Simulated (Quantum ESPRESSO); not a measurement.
**Band energies of LiCl**

```
LiCl
1.0
    0.00000     2.48218     2.48218
    2.48218     0.00000     2.48218
    2.48218     2.48218     0.00000
Li Cl
1 1
Cartesian
  0.00000   0.00000   0.00000
  2.48218   2.48218   2.48218
```

LDA (pw.x of Quantum ESPRESSO, ONCV potentials, without SOC); path ΓXWKΓLUWLK,UX; energies in eV from the valence-band maximum.

```csv
k (1/Å),point,band 1,band 2,band 3,band 4,band 5,band 6,band 7,band 8
0.00,Γ,-42.31,-13.73,-0.01,-0.01,-0.01,6.59,11.63,11.63
0.63,,-42.31,-13.26,-1.78,-0.73,-0.73,8.85,9.12,9.61
1.27,X,-42.31,-12.67,-3.48,-1.34,-1.34,7.78,7.79,12.95
1.90,W,-42.31,-12.68,-2.58,-2.58,-1.27,9.63,10.00,10.41
2.01,,-42.31,-12.68,-2.76,-2.39,-1.24,9.13,10.05,10.45
2.35,K,-42.31,-12.71,-3.00,-2.14,-1.01,7.82,9.92,11.70
2.66,,-42.31,-12.87,-2.55,-2.20,-0.54,7.95,10.25,10.50
3.28,,-42.31,-13.52,-1.09,-0.43,-0.01,7.50,10.34,11.15
3.69,Γ,-42.31,-13.73,-0.01,-0.01,-0.01,6.59,11.63,11.63
3.89,,-42.31,-13.68,-0.35,-0.03,-0.03,6.87,11.15,11.68
4.59,,-42.31,-13.07,-3.10,-0.29,-0.29,6.62,9.33,9.33
4.78,L,-42.31,-13.00,-3.32,-0.31,-0.31,6.49,9.16,9.16
5.23,,-42.31,-12.85,-3.04,-1.60,-0.65,7.76,9.55,10.28
5.56,U,-42.31,-12.71,-3.00,-2.14,-1.01,7.82,9.92,11.70
5.90,,-42.31,-12.68,-2.76,-2.39,-1.24,9.13,10.05,10.45
6.01,W,-42.31,-12.68,-2.58,-2.58,-1.27,9.63,10.00,10.41
6.45,,-42.31,-12.85,-3.03,-1.60,-0.71,8.07,9.13,10.40
6.90,L,-42.31,-13.00,-3.32,-0.31,-0.31,6.49,9.16,9.16
6.99,,-42.31,-12.99,-3.31,-0.38,-0.33,6.57,9.15,9.20
7.50,,-42.31,-12.76,-2.90,-2.11,-0.85,7.86,10.23,11.00
7.68,K,-42.31,-12.71,-3.00,-2.14,-1.01,7.82,9.92,11.70
7.68,U,-42.31,-12.71,-3.00,-2.14,-1.01,7.82,9.92,11.70
8.12,X,-42.31,-12.67,-3.48,-1.34,-1.34,7.78,7.79,12.95
```

The LDA gap is indirect, 6.49 eV, from 77 % of the way from K to Γ to L; the smallest direct gap is 6.60 eV. Another valence extremum on the path lies within 0.02 eV, too close to call.

Geometry relaxed with LDA.
